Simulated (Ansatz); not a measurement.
Notes on Zr

```
Zr
1.0
     1.56511    2.71085    0.00000
    -1.56511    2.71085    0.00000
     0.00000    0.00000    4.96594
Zr
2
Direct
  0.33330 0.33340 0.25000
  0.66660 0.66670 0.75000
```

Single point in Ansatz 0.2.0 with m-r2SCAN, no spin polarisation. Cutoff 500 eV, PAW datasets, 12×12×7 Γ-centred k mesh, gaussian filling (width 0.068 eV).

Question: Describe some of the short contacts.

Answer: Zr–Zr at 3.07 Å: least valence density 0.19 e/Å³ and ELF 0.17 there. These are pseudo-fields; inside the PAW spheres they differ from the all-electron ones.

Question: What happens at the Fermi level?

Answer: It is a metal, with about 1.4 states/eV a cell as the mean within 0.25 eV of the Fermi level, mostly Zr d (90 %).

Question: Is the cell too large or too small?

Answer: The pressure is 12.3 GPa (compression positive), so with the atoms held at these fractions the cell would first expand. The principal stresses 11.9, 11.9, 13.1 GPa differ, so its shape would change too.

Origin: a known structure type with other elements, at an estimated volume, so it need not be a known compound. Caveats: m-r2SCAN is r2SCAN with a changed spin dependence that lowers moments.

Cost: 23 s on 2 threads of Arm Neoverse N1, on a shared host, peak memory 0.5 GiB (start from a saved density). The time holds forces, stress, Bader, DOS, bands, ELF.
